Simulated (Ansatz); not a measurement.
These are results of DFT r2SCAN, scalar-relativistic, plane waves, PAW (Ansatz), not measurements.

Structure of Ga₃Ni₂:

```
CELL_PARAMETERS angstrom
4.01834 0.00000 0.00000
-2.00917 3.47998 0.00000
0.00000 0.00000 4.85569
ATOMIC_POSITIONS crystal
Ga 0.00000 0.00000 0.00000
Ga 0.33333 0.66667 0.64058
Ga 0.66667 0.33333 0.35942
Ni 0.33333 0.66667 0.14200
Ni 0.66667 0.33333 0.85800
```

Settings: cutoff 500 eV, Γ-centred mesh 12×12×8 on the computed 5-atom cell, Gaussian smearing of 0.10 eV; no spin polarisation.

Levels along Γ–M–K–Γ–A–L–H–A | L–M | H–K, in eV from the Fermi level, sorted by energy at each point. Points in fractions of the primitive reciprocal vectors: Γ (0.000 0.000 0.000), M (0.500 0.000 0.000), K (0.333 0.333 0.000), A (0.000 0.000 0.500), L (0.500 0.000 0.500), H (0.333 0.333 0.500).
| point | k (1/Å, with 2π) | band 34 | band 35 | band 36 | band 37 | band 38 | band 39 | band 40 |
| --- | --- | --- | --- | --- | --- | --- | --- | --- |
| Γ | 0.000 | -1.60 | -1.41 | -1.06 | 1.46 | 1.46 | 3.44 | 3.44 |
| - | 0.129 | -1.61 | -1.41 | -1.06 | 0.84 | 1.13 | 2.88 | 3.83 |
| - | 0.258 | -1.63 | -1.41 | -1.08 | -0.06 | 0.51 | 2.46 | 4.59 |
| - | 0.387 | -1.68 | -1.43 | -1.14 | -0.69 | -0.13 | 2.11 | 4.05 |
| - | 0.516 | -1.75 | -1.50 | -1.24 | -1.03 | -0.69 | 1.79 | 3.00 |
| - | 0.645 | -1.88 | -1.62 | -1.35 | -1.23 | -1.14 | 1.50 | 2.15 |
| - | 0.774 | -2.08 | -1.76 | -1.47 | -1.40 | -1.34 | 1.30 | 1.57 |
| M | 0.903 | -2.22 | -1.83 | -1.49 | -1.48 | -1.39 | 1.25 | 1.35 |
| - | 0.977 | -2.16 | -1.82 | -1.55 | -1.42 | -1.35 | 1.32 | 1.35 |
| - | 1.052 | -2.06 | -1.82 | -1.60 | -1.34 | -1.27 | 1.35 | 1.48 |
| - | 1.126 | -1.97 | -1.82 | -1.65 | -1.26 | -1.19 | 1.36 | 1.67 |
| - | 1.201 | -1.89 | -1.82 | -1.68 | -1.18 | -1.11 | 1.37 | 1.86 |
| - | 1.275 | -1.82 | -1.82 | -1.69 | -1.11 | -1.06 | 1.36 | 2.03 |
| - | 1.349 | -1.83 | -1.77 | -1.71 | -1.06 | -1.04 | 1.33 | 2.19 |
| K | 1.424 | -1.83 | -1.73 | -1.73 | -1.04 | -1.04 | 1.31 | 2.33 |
| - | 1.573 | -1.81 | -1.80 | -1.70 | -1.09 | -1.04 | 1.49 | 2.37 |
| - | 1.722 | -1.84 | -1.67 | -1.63 | -1.17 | -1.00 | 2.03 | 2.71 |
| - | 1.871 | -1.80 | -1.44 | -1.43 | -1.19 | -0.86 | 2.78 | 3.12 |
| - | 2.020 | -1.73 | -1.36 | -1.22 | -0.89 | -0.51 | 3.19 | 3.36 |
| - | 2.169 | -1.65 | -1.39 | -1.10 | -0.25 | 0.16 | 3.03 | 3.54 |
| - | 2.317 | -1.61 | -1.41 | -1.06 | 0.71 | 1.00 | 2.98 | 3.52 |
| Γ | 2.466 | -1.60 | -1.41 | -1.06 | 1.46 | 1.46 | 3.44 | 3.44 |
| - | 2.559 | -1.60 | -1.59 | -0.78 | 1.50 | 1.50 | 3.39 | 3.46 |
| - | 2.651 | -1.59 | -1.59 | -0.27 | 1.62 | 1.62 | 3.20 | 3.52 |
| - | 2.744 | -1.59 | -1.59 | 0.38 | 1.82 | 1.82 | 3.02 | 3.62 |
| - | 2.836 | -1.60 | -1.60 | 1.09 | 2.09 | 2.09 | 2.90 | 3.75 |
| - | 2.929 | -1.63 | -1.63 | 1.74 | 2.39 | 2.39 | 2.95 | 3.90 |
| - | 3.021 | -1.66 | -1.66 | 2.04 | 2.69 | 2.69 | 3.39 | 4.04 |
| A | 3.113 | -1.69 | -1.69 | 2.09 | 2.84 | 2.84 | 3.86 | 4.13 |
| - | 3.242 | -1.69 | -1.69 | 1.67 | 2.34 | 2.62 | 3.20 | 3.27 |
| - | 3.371 | -1.71 | -1.69 | 0.75 | 1.24 | 2.07 | 2.59 | 2.85 |
| - | 3.500 | -1.75 | -1.69 | -0.05 | 0.19 | 1.38 | 2.15 | 2.59 |
| - | 3.629 | -1.78 | -1.68 | -0.65 | -0.57 | 0.74 | 1.85 | 2.33 |
| - | 3.758 | -1.81 | -1.65 | -1.22 | -0.86 | 0.20 | 1.65 | 2.14 |
| - | 3.887 | -1.83 | -1.61 | -1.53 | -1.02 | -0.17 | 1.54 | 2.02 |
| L | 4.016 | -1.86 | -1.63 | -1.59 | -1.07 | -0.31 | 1.50 | 1.98 |
| - | 4.091 | -1.86 | -1.62 | -1.59 | -1.07 | -0.42 | 1.12 | 2.47 |
| - | 4.165 | -1.86 | -1.61 | -1.60 | -1.08 | -0.67 | 0.68 | 3.20 |
| - | 4.239 | -1.86 | -1.61 | -1.58 | -1.11 | -0.94 | 0.35 | 4.01 |
| - | 4.314 | -1.87 | -1.64 | -1.55 | -1.16 | -1.15 | 0.12 | 4.84 |
| - | 4.388 | -1.88 | -1.68 | -1.54 | -1.31 | -1.21 | -0.01 | 5.64 |
| - | 4.463 | -1.89 | -1.74 | -1.56 | -1.36 | -1.27 | -0.08 | 6.31 |
| H | 4.537 | -1.80 | -1.80 | -1.60 | -1.32 | -1.32 | -0.10 | 6.58 |
| - | 4.686 | -1.85 | -1.79 | -1.39 | -1.39 | -1.19 | -0.04 | 6.07 |
| - | 4.835 | -1.81 | -1.79 | -1.29 | -1.00 | -0.97 | 0.14 | 5.34 |
| - | 4.984 | -1.79 | -1.76 | -0.83 | -0.71 | -0.42 | 0.47 | 4.70 |
| - | 5.133 | -1.75 | -1.74 | -0.23 | 0.05 | 0.32 | 1.03 | 4.11 |
| - | 5.282 | -1.71 | -1.71 | 0.55 | 1.22 | 1.25 | 1.86 | 3.57 |
| - | 5.431 | -1.69 | -1.69 | 1.55 | 2.27 | 2.42 | 2.87 | 3.41 |
| A | 5.580 | -1.69 | -1.69 | 2.09 | 2.84 | 2.84 | 3.86 | 4.13 |
| L | 5.580 | -1.86 | -1.63 | -1.59 | -1.07 | -0.31 | 1.50 | 1.98 |
| - | 5.672 | -1.85 | -1.64 | -1.60 | -1.06 | -0.43 | 1.68 | 1.96 |
| - | 5.765 | -1.83 | -1.67 | -1.61 | -1.06 | -0.72 | 1.90 | 2.12 |
| - | 5.857 | -1.80 | -1.72 | -1.64 | -1.06 | -1.03 | 1.80 | 2.70 |
| - | 5.949 | -1.79 | -1.77 | -1.71 | -1.29 | -1.06 | 1.66 | 2.84 |
| - | 6.042 | -1.88 | -1.84 | -1.72 | -1.43 | -1.11 | 1.48 | 2.10 |
| - | 6.134 | -2.09 | -1.84 | -1.64 | -1.47 | -1.23 | 1.32 | 1.55 |
| M | 6.227 | -2.22 | -1.83 | -1.49 | -1.48 | -1.39 | 1.25 | 1.35 |
| H | 6.227 | -1.80 | -1.80 | -1.60 | -1.32 | -1.32 | -0.10 | 6.58 |
| - | 6.319 | -1.80 | -1.80 | -1.62 | -1.32 | -1.32 | -0.06 | 6.28 |
| - | 6.412 | -1.80 | -1.80 | -1.70 | -1.31 | -1.31 | 0.04 | 5.62 |
| - | 6.504 | -1.82 | -1.79 | -1.79 | -1.30 | -1.30 | 0.22 | 4.85 |
| - | 6.596 | -1.85 | -1.78 | -1.78 | -1.26 | -1.26 | 0.46 | 3.98 |
| - | 6.689 | -1.84 | -1.76 | -1.76 | -1.19 | -1.19 | 0.77 | 3.16 |
| - | 6.781 | -1.84 | -1.74 | -1.74 | -1.09 | -1.09 | 1.11 | 2.56 |
| K | 6.874 | -1.83 | -1.73 | -1.73 | -1.04 | -1.04 | 1.31 | 2.33 |

A ferromagnetic start lost its moments in a first run, so spin was left out; other magnetic orders weren't tried.

Cost: 1 run of about 3.6 core-minutes, on Arm Neoverse V2 (shared hosts).